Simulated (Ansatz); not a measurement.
**Ionic part of the dielectric constant of CdC$_{2}$ at 6 GPa, mode by mode**

Computed with Ansatz 0.2.0, DFT PBE, scalar-relativistic, plane waves, PAW. Plane waves to 420 eV; Γ-centred k mesh 10×10×10; fixed occupations. No spin polarisation. Phonons by linear response, acoustic sum rule imposed.

Symmetry: Immm, No. 71, orthorhombic system. The conventional cell has a = 3.399 Å, b = 4.610 Å, c = 5.053 Å, α = 90.00°, β = 90.00°, γ = 90.00°. Around Cd (site symmetry mmm) lie 8 C at 2.39 to 2.60 Å. C (site symmetry m2m) has 1 C at 1.26 Å as nearest neighbours.

The cell was built by swapping an element in a database structure (itself possibly hypothetical) and relaxing; it need not be the stable form of this composition.

The primitive cell has V = 39.59 Å³ and ε∞,zz = 7.489. Each polar mode adds Δε = (4.92064×10⁷/V)·S/ν² along z, with S its oscillator strength in e²/amu, ν in cm⁻¹ and V in Å³.

Problem. From these modes, find each Δε and ε0,zz.
```
ν (cm⁻¹) S_zz (e²/amu)
   182.2         0.3591
```

Solution.
```json
{"ν (cm⁻¹)": "182.2", "Δε": "13.44"}
```

The sum is 13.439, so ε0,zz = 20.93; the run's tensor has 20.93.

Problem. Where do the longitudinal modes lie for a wave vector along z?

Solution. At 305 cm⁻¹. The Lyddane–Sachs–Teller product Π(ν_LO/ν_TO)² = 2.79 matches ε0/ε∞ = 2.79.

Cost: 1 run of about 4.4 core-minutes, on Intel Xeon 6975P-C (Granite Rapids) (shared hosts).